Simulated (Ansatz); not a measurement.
Relaxed-ion elastic tensor of BeAlNO in space group P3m1 (No. 156; Al on 1b, Be on 1c, O on 1b, N on 1c) in GPa (Voigt order), the program Ansatz at the PBEsol level (PAW); density 3.05 g/cm³, 8.97 Å³ per atom.

```tsv
	1	2	3	4	5	6
1	344	139	104	-19.9	0.0	0.0
2	139	344	104	19.9	0.0	0.0
3	104	104	359	0.0	0.0	0.0
4	-19.9	19.9	0.0	103	0.0	0.0
5	0.0	0.0	0.0	0.0	103	-19.9
6	0.0	0.0	0.0	0.0	-19.9	102
```

### Question
Is the crystal mechanically stable?

### Answer
Yes: the smallest eigenvalue of C is 82.7 GPa.

### Question
Work out the Voigt, Reuss and Hill averages.

### Answer
K_V = 193, K_R = 193, K_H = 193; G_V = 108, G_R = 104, G_H = 106 GPa.

### Question
Give Young's modulus, Poisson's ratio, Pugh's ratio and the universal anisotropy index.

### Answer
E = 9KG/(3K + G) = 269 GPa; ν = 0.27; K/G = 1.82 (near the Pugh limit of 1.75, no verdict); A_U = 5G_V/G_R + K_V/K_R − 6 = 0.21.

### Question
Estimate the sound speeds and the Debye temperature.

### Answer
v_l = √((K + 4G/3)/ρ) = 10500 m/s, v_t = √(G/ρ) = 5890 m/s, mean 6560 m/s; Θ = (h/k)(3n/4πV)^(1/3) v_m = 940 K.

### Question
How much does each axis shrink under pressure?

### Answer
Linear compressibilities β_i = Σ_j S_ij (j = 1 to 3): x 1.7, y 1.7, z 1.8 per TPa.

The start of the workflow was typed in or built on a structure type; neither database checked (COD, Materials Project) lists it. Its standing as an ambient phase is unchecked. Symmetry was held in the PBEsol relaxation; its stability against distortions is not shown here.

Potentials: the earlier of the program's two PAW sets. The files were generated under PBE; for other functionals the program regenerates the frozen cores, and for LDA and PBEsol the local potential too.
